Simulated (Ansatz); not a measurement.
I:
```xyz
4
Lattice="3.8712 -2.3179 0.0000 3.8712 2.3179 0.0000 0.0000 0.0000 9.8540" Properties=species:S:1:pos:R:3 pbc="T T T"
I      3.8712    -1.5966     8.6711
I      3.8712     0.7212     6.1098
I      3.8712     1.5966     1.1829
I      3.8712    -0.7212     3.7441
```

Relaxed with r²SCAN. Special points in fractions of this cell's reciprocal vectors: Γ (0.000, 0.000, 0.000); Y (0.500, 0.500, 0.000); F0 (0.340, 0.660, 0.000); Δ0 (-0.340, 0.340, 0.000); Z (0.000, 0.000, 0.500); B0 (-0.340, 0.340, 0.500); G0 (0.340, 0.660, 0.500); T (0.500, 0.500, 0.500); S (0.000, 0.500, 0.000); R (0.000, 0.500, 0.500).

Problem. List the band energies nearest the valence-band maximum at these points for r²SCAN (plane waves, PAW; program Ansatz).

Solution. In eV from the valence-band maximum; about four levels below and three above (degenerate sets whole), none deeper than 8.9 eV; points with the same levels are listed once.

```json
[
 {"k": "Γ", "below": "-1.20 -0.59 -0.39 0.00", "above": "1.33 2.20 5.63"},
 {"k": "Y", "below": "-1.74 -1.40 -0.74 -0.34", "above": "1.24 1.97 5.54"},
 {"k": "F0", "below": "-1.54 -1.07 -0.86 -0.36", "above": "1.88 2.06 7.01"},
 {"k": "Z", "below": "-0.96 -0.96 -0.16 -0.16", "above": "1.62 1.62 6.03 6.03"},
 {"k": "B0", "below": "-0.84 -0.84 -0.49 -0.49", "above": "1.78 1.78 7.29 7.29"},
 {"k": "T", "below": "-1.16 -1.16 -1.01 -1.01", "above": "1.47 1.47 6.50 6.50"},
 {"k": "S", "below": "-1.43 -1.43 -0.66 -0.66", "above": "2.33 2.33 5.85 5.85"},
 {"k": "R", "below": "-0.83 -0.83 -0.04 -0.04", "above": "1.62 1.62 6.23 6.23"}
]
```

Space group Cmce (molecular I2 type). The r²SCAN relaxation kept the symmetry of its start. A crystal of weakly bound molecules computed without a dispersion correction: the cell and the soft elastic constants depend strongly on that. Spin–orbit coupling is left out wherever it is not named.

Potentials: the later of the program's two PAW sets.
